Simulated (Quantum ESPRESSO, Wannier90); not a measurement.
**Tight-binding from DFT: ZrBrN (R-3m)**

```xyz
6
Lattice="-1.8271 3.1646 0.0000 -3.6541 0.0000 0.0000 -1.8271 1.0549 10.1508" Properties=species:S:1:pos:R:3 pbc="T T T"
Zr     0.0000     0.0000    -3.7770
Zr     0.0000     0.0000     3.7770
Br    -1.8271     1.0549    -1.7976
Br     1.8271    -1.0549     1.7976
N     -1.8271     1.0549     4.2111
N      1.8271    -1.0549    -4.2111
```

Cell from Materials Project (mp-541912), symmetrised, no further relaxation. Not found in the COD (Crystallography Open Database) copy used, which has the formula in other groups; not checked further. Computed values, not measurements, from PBEsol: Quantum ESPRESSO (norm-conserving PseudoDojo potentials, cutoff 68 Ry, spinors with spin-orbit coupling) on a Γ-centred 4×4×4 mesh, then Wannier90. Density: 10×10×10 mesh, cold smearing 0.01 Ry. The cell is built of weakly bound layers, chains or molecules. Database cells relaxed without dispersion often hold them too far apart, which can enlarge gaps and weakens couplings between them; spacing and stacking were not compared with the measured crystal.

Bands 21-24 form an isolated set from -13.18 to -12.35 eV relative to the valence-band maximum (on the path) and are turned into 4 Wannier functions by minimising the spread from the start: atomic waves N 2s.

Centres (Cartesian, Å; one of the equivalent choices) and spreads:

```tsv
n	x	y	z	spread (Å²)	nearest atom
1	-1.827	1.055	4.220	1.398	N5
2	-1.827	1.055	4.220	1.398	N5
3	1.827	-1.055	-4.220	1.398	N6
4	1.827	-1.055	-4.220	1.398	N6
```

Ω_I = 5.58 Å², Ω_total = 5.59 Å²; the interpolated bands follow pw.x to 1.3 meV rms on the path. Only this start was tried; a symmetric start can stop on a saddle, and mixtures of these functions could lower the total by at most Ω_total − Ω_I.
